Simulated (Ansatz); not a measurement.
Relaxed SnO (litharge type, space group P4/nmm):

```
CELL_PARAMETERS angstrom
      3.83618     0.00000     0.00000
      0.00000     3.83618     0.00000
      0.00000     0.00000     4.75736
ATOMIC_POSITIONS crystal
  Sn 0.50000 0.00000 0.24343
  Sn 0.00000 0.50000 0.75657
  O  0.00000 0.00000 0.00000
  O  0.50000 0.50000 0.00000
```

In this cell atom 4 (O, nearest neighbour Sn at 2.241 Å; its periodic images, 3.8 Å or more away, move with it) is moved by u·(1.000, 0.000, 0.000) + v·(0.000, 0.000, 1.000); the rest is frozen.

These are PBE-D3(BJ) (plane waves to 420 eV, PAW, scalar-relativistic; Ansatz, a first-principles code) values and carry that method's errors. k mesh 10×10×8 (Γ-centred), Fermi-Dirac smearing 0.05 eV. Stress and pressure are positive under compression. With partly filled bands, energies and forces of such displacements shift with the k mesh and the smearing. At this level the bands of SnO touch or barely overlap; measurements give the solid a gap. SnO was relaxed with its symmetry unable to fall. The PAW data are Ansatz's earlier set. 

```
P (GPa)     u = -0.340  u = -0.170   u = 0.000   u = 0.170   u = 0.340
----------  ----------  ----------  ----------  ----------  ----------
v = -0.340  (withheld)         3.5  (withheld)         3.5  (withheld)
v = -0.170         6.1  (withheld)         0.4  (withheld)         6.1
v = 0.000          3.7         0.9         0.0         0.9         3.7
v = 0.170          2.7         0.9         0.4         0.9         2.7
v = 0.340          2.7  (withheld)  (withheld)  (withheld)         2.7
```

Problem. Complete the blanks.

Solution. 
- v = -0.340, u = -0.340: 9.8
- v = -0.340, u = 0.000: 1.6
- v = -0.340, u = 0.340: 9.8
- v = -0.170, u = -0.170: 1.8
- v = -0.170, u = 0.170: 1.8
- v = 0.340, u = -0.170: 1.8
- v = 0.340, u = 0.000: 1.6
- v = 0.340, u = 0.170: 1.8

(A displaced cell: forces are minus the slopes of the energy, force constants its curvatures, and phonons follow from these.)
